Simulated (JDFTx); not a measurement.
ZrSi2(010) slab cut from bulk ZrSi2 (space group Cmcm, indices of the conventional cell, lattice of the Materials Project entry mp-1515, not re-optimised): 12 atoms in 10 planes, a 1x1 cell of 13.53 Å² (|a| = 3.673, |b| = 3.683 Å), 12.8 Å between the outermost planes, Si outermost, slab composition Zr4Si8, cell height 29.3 Å, 6×6×1 k mesh, Fermi smearing 0.01 Ha, no spin polarisation. Whether this polymorph is the ambient one wasn't checked. Neither spin polarisation nor a larger cell was tried.

Method: PBE, GBRV ultrasoft potentials, plane waves to 20/100 Ha, in a modified build of JDFTx. Liquid on both sides: linear PCM (GLSSA13), water, 1 M NaCl; nuclei fixed, outer atoms relaxed in vacuum. Potentials are on the SHE scale by the convention U = −μ/e − 4.44 V; references calibrated for a solvation model differ from this value. This is a symmetric, unreconstructed model surface, and the continuum liquid cannot react with it.

| U (V vs SHE) | μ (eV) | excess electrons per cell | σ (μC/cm², per face) | run |
|---|---|---|---|---|
| -1.60 | -2.84 | 0.267 | -15.8 | fixed potential |
| -1.40 | -3.04 | ___ | ___ | fixed potential |
| -1.04 | -3.40 | 0.135 | -8.0 | fixed charge |
| -1.00 | -3.44 | ___ | ___ | fixed potential |
| -0.69 | -3.75 | 0.000 | 0.0 | neutral |

Problem. Fill in the missing entries, row by row.

Solution. 
- -1.40, excess electrons per cell: 0.223
- -1.40, σ (μC/cm², per face): -13.2
- -1.00, excess electrons per cell: 0.124
- -1.00, σ (μC/cm², per face): -7.4
